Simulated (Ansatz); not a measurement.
Mg (P6_3/mmc), phonons: input and output

Method: PBEsol, all-electron LAPW in Ansatz 0.2.0, scalar-relativistic.

The cell comes from a PAW relaxation under the same functional.

Command line:

```sh
ansatz run input.yaml --threads 1 --pin off --max-ram 3072MiB --backend cpu --events-out ev --progress --plain --runs-dir out
```

Input file:

```yaml
crystal:
  lattice:
    - [3.19066734572, 0.0, 0.0]
    - [-1.59533367286, 2.76319897642, 0.0]
    - [0.0, 0.0, 5.10754288662]
  atoms:
    - { symbol: Mg, position: [0.333333333333, 0.666666666667, 0.25] }
    - { symbol: Mg, position: [0.666666666667, 0.333333333333, 0.75] }
kpoints:
  mp_grid: { grid: [12, 12, 8] }
scf:
  occupations: { method: fermi_dirac, width: 0.1 }
hamiltonian:
  xc: pbesol
  pseudopotentials: { kind: all_electron, lapw: { basis_error: 0.0005 } }
phonons:
  qmesh: [2, 2, 2]
  qpath:
    path:
      - [0.0, 0.0, 0.0]
      - [0.5, 0.0, 0.0]
      - [0.3333333333, 0.3333333333, 0.0]
      - [0.0, 0.0, 0.0]
      - [0.0, 0.0, 0.5]
      - [0.5, 0.0, 0.5]
      - [0.3333333333, 0.3333333333, 0.5]
      - [0.0, 0.0, 0.5]
      - [0.5, 0.0, 0.5]
    npoints: 6
  temperatures: { t_min: 0, t_max: 1000, t_step: 100 }
```

The program printed:

```
Warning: RAYON_NUM_THREADS=1 ignored (pool sized by the plan → 1); use --threads N
LAPW: plane waves up to 5.921 Å⁻¹, error target 5.0e-4 eV per atom; small_component_spin mean_spin; Mg in spheres of 1.527 Å, 10 of its electrons in bands, Dirac shells [] (how accurate: ...
Engine: ansatz 0.2.0, aarch64-unknown-linux-gnu
Pseudopotentials: kind: all_electron
Pseudopotential: Mg, LAPW, valence charge 10, lapw/all_electron/scalar/gaussian/Mg, Koelling and Harmon's equation, gaussian nucleus
Functional definition: PBEsol
  exchange = pbesol_x
  correlation = pbesol_c
Crystal: 4 atoms, lattice volume = 90.061 Å³
Basis set: ecut = 133.5523703667015 eV, 309 PW (Γ), FFT grids on a1, a1+a2, a3, exchange–correlation at level 2
Bands: 28, of which v1, the nominal top of the filled ones, is band 20 counted from 1 (19 counted from 0)
Symmetry: 16 space group operations
k-points: 125 of 576
Non-local potential: Mg, projectors of the file, none
Initial density: superposition of atomic densities (chi_scale 0.1, normalization cell)
Initial wavefunctions: plane waves of lowest kinetic energy (no species holds an atomic orbital)
Functional: x = pbesol(κ = 0.804, μ = 0.12345679012345678), c = pbesol(β = 0.046)
iter 1 solved again at ethr=1.41e-4 eV; its pass at ethr=1.00e-1 eV (dr2=5.65e-2 eV) is discarded
SCF iter   1: F=—  HF=-21758.646652 eV  |F-HF|=—  |Δ(HF+E_count)|=         —  Δρ=8.56e-3  dr2=5.69e-2  ethr=1.41e-4  ⟨swp⟩=3.2  Hψ=25392  notcnv=0
preconditioner: auto → Kerker (q_TF=auto, 2.383 Å⁻¹)  [metal: Δε(μ)=0.037 eV  Ē_g=6.845 eV  σ=0.100 eV  W_gap=0.09  n_scr=20 (ndim 8)  ℏωp=11.1 eV  f_vac=0.000  D(μ)=1.62/eV (n_scr^D=8)]
SCF iter   2: F=—  HF=-21758.616816 eV  |F-HF|=—  |Δ(HF+E_count)|=   2.98e-2  Δρ=5.57e-3  dr2=2.71e-2  ethr=1.41e-4  ⟨swp⟩=2.0  Hψ=9368  notcnv=0
SCF iter   3: F=—  HF=-21758.608912 eV  |F-HF|=—  |Δ(HF+E_count)|=   7.90e-3  Δρ=1.65e-3  dr2=3.12e-3  ethr=6.77e-5  ⟨swp⟩=2.0  Hψ=9368  notcnv=0
[... 124 lines left out ...]
  E_smearing   = -0.053954  (= −TS)
  E_closure    = 0.000000  (closes the sum)
  Σ components = -21758.609141   (vs F -21758.609141, Δ=0.00e0)
  Basis errors (estimates in eV, not in F): energy 1.4e-4 per atom: plane waves 1.3e-4 (7.0e-5 summed), levels above the bands 2.2e-26, relativity 1.0e-9, radial functions 6.7e-6, core shells 4.6e-15; eigenvalues (radial ...
--- Forces (eV/Å), atoms counted from 1 ---
  atom   1  Mg     0.00000000    -0.00000002     0.00000000
  atom   2  Mg    -0.00000000     0.00000002    -0.00000000
  atom   3  Mg     0.00000000    -0.00000002     0.00000000
  atom   4  Mg    -0.00000000     0.00000002    -0.00000000
  max |Σ_I F_I| component: 6.51e-19 eV/Å
--- Phonons: 7 displaced members + 3 references (amplitude of the first 0.01 Å, Σ member SCF iterations 41) ---
  ASR residual: 1.181e-4 → 0.000e0 eV/Å²; symmetrization residual: 1.383e-4 eV/Å²
  largest component of a force at the reference: 2.5e-8 eV/Å
  ASR residual per site (eV/Å²): 1.18e-4 1.18e-4
  Γ frequencies (cm⁻¹): 0.00 0.00 0.00 130.84 130.84 258.74
--- Phonons (by wavevector): 4 wavevectors in 3 supercells ---
  supercell 1 (2 cells, vectors [1, 0, 0], [0, 2, 0], [0, 0, 1] in multiples of the cell's): 3 displaced members by 0.01 Å; free energy -21758.609141 eV; taken off its force constants: by the sum rule 4.8e-5, by the ...
  symmetry images taken by strict's conditions (phonons.symmetry_images: auto; settled by no image being taken that strict refuses)
  supercell 2 (2 cells, vectors [1, 0, 0], [0, 2, 0], [0, -3, 1] in multiples of the cell's): 2 displaced members by 0.01 Å; free energy -21758.609141 eV; taken off its force constants: by the sum rule 2.2e-5, by the ...
  symmetry images taken by strict's conditions (phonons.symmetry_images: auto; settled by no image being taken that strict refuses)
  supercell 3 (2 cells, vectors [1, 0, 0], [0, 1, 0], [0, 0, 2] in multiples of the cell's): 2 displaced members by 0.01 Å; free energy -21758.609141 eV; taken off its force constants: by the sum rule 1.2e-4, by the ...
  symmetry images taken by strict's conditions (phonons.symmetry_images: auto; settled by no image being taken that strict refuses)
  q = [0.0000, 0.0000, 0.0000] (star 1, supercell 1; hermiticity 0.00e0, symmetrization 2.15e-5): -0.00 0.00 0.00 130.84 130.84 258.74
  q = [0.0000, 0.0000, -0.5000] (star 1, supercell 3; hermiticity 1.23e-16, symmetrization 4.49e-16): 97.42 97.42 97.42 97.42 181.49 181.49
  q = [0.0000, -0.5000, 0.0000] (star 3, supercell 1; hermiticity 1.65e-16, symmetrization 9.12e-16): 121.78 140.66 187.21 209.84 223.18 235.27
  q = [0.0000, -0.5000, -0.5000] (star 3, supercell 2; hermiticity 1.58e-16, symmetrization 1.16e-15): 156.22 156.22 160.63 160.63 248.66 248.66
  joined force constants: q→R imaginary residual 1.25e-17
  density of states and harmonic sums: on the 22×22×12 q-mesh, interpolated from the force constants of a 2×2×2 supercell (no non-analytic term)
  largest difference from the sums on the solved wave vectors: F 6.55e-2 eV, S 9.78e-5 and C_V 3.23e-5 eV/K
```

The run converged.

**Phonons on the q mesh**

Harmonic phonons of a crystal by Kohn-Sham DFT at the given cell, standard atomic masses, acoustic sum rule imposed; negative wavenumbers are unstable modes; one row a degenerate set, branches counted upwards.

```json
{"Unstable phonons": "no"}
```

```tsv
point	q a (r.l.u.)	q b (r.l.u.)	q c (r.l.u.)	branch	phonon wavenumber (cm⁻¹)	degeneracy
Gamma	0	0	0	4	130.8	2
Gamma	0	0	0	6	258.7	1
M	0.5	0	0	1	121.8	1
M	0.5	0	0	2	140.7	1
M	0.5	0	0	3	187.2	1
M	0.5	0	0	4	209.8	1
M	0.5	0	0	5	223.2	1
M	0.5	0	0	6	235.3	1
A	0	0	0.5	1	97.4	4
A	0	0	0.5	5	181.5	2
L	0.5	0	0.5	1	156.2	2
L	0.5	0	0.5	3	160.6	2
L	0.5	0	0.5	5	248.7	2
```

**Zone-centre phonons**

Optical zone-centre levels upwards with Mulliken labels, activity, and the element with most of the kinetic energy.

* Point group: 6/mmm

| number | phonon wavenumber (cm⁻¹) | label | infrared | raman | lead element |
| --- | --- | --- | --- | --- | --- |
| 1 | 130.8 | E2g | no | yes | Mg |
| 2 | 258.7 | B1g | no | no | Mg |

Harmonic thermodynamics:

Sums over wave vectors interpolated from the q mesh.

```
Zero point energy : 32.07 meV/atom
```

```csv
temperature (K),phonon heat capacity (k_B/atom),phonon entropy (k_B/atom),phonon free energy (meV/atom)
100,1.841,1.1,29.02
200,2.625,2.686,12.31
300,2.824,3.795,-15.88
400,2.899,4.619,-52.29
500,2.935,5.27,-95
600,2.954,5.807,-142.8
700,2.966,6.264,-194.9
800,2.974,6.66,-250.6
900,2.979,7.011,-309.5
1000,2.983,7.325,-371.3
```

Known limits: responses of metals move with mesh and smearing; activity by symmetry alone, a metal screens infrared modes; coarse q mesh.

Cost: 9.2 min on 1 thread of Arm Neoverse V2, with other jobs on the host, peak memory 0.79 GiB.
